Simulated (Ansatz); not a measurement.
Consider the following.

HfC:
```
HfC
1.0
    3.31074     0.00000     0.00000
   -1.65537     2.86719     0.00000
    0.00000     0.00000     5.24476
Hf C
2 2
Cartesian
  1.65537   0.95573   3.93357
  0.00000   1.91146   1.31119
  0.00000   0.00000   0.00000
  0.00000   0.00000   2.62238
```

This is the r²SCAN-relaxed structure.

Q: All from the program Ansatz at the r²SCAN level (PAW), unless another level is named. Give the electronic character.

A: metallic (no gap).

Q: Predict the formation energy from the elements (no fitted shifts).

A: -0.85 eV/atom.

Q: Give the gap with spin–orbit coupling.

A: none (metallic).

Space group P6_3/mmc (NiAs type). The workflow started from a Materials Project entry (that database holds measured and hypothetical structures alike); the Crystallography Open Database copy checked does not list it. It is not the phase usual at ambient conditions (space group No. 225). The cell was relaxed with r²SCAN under the symmetry of its start; whether a distortion lowers the energy is not shown. No spin polarisation was allowed. The references are the lowest solids computed at this level, not always the standard phases. Spin–orbit coupling is left out wherever it is not named.

Potentials: the later of the program's two PAW sets.
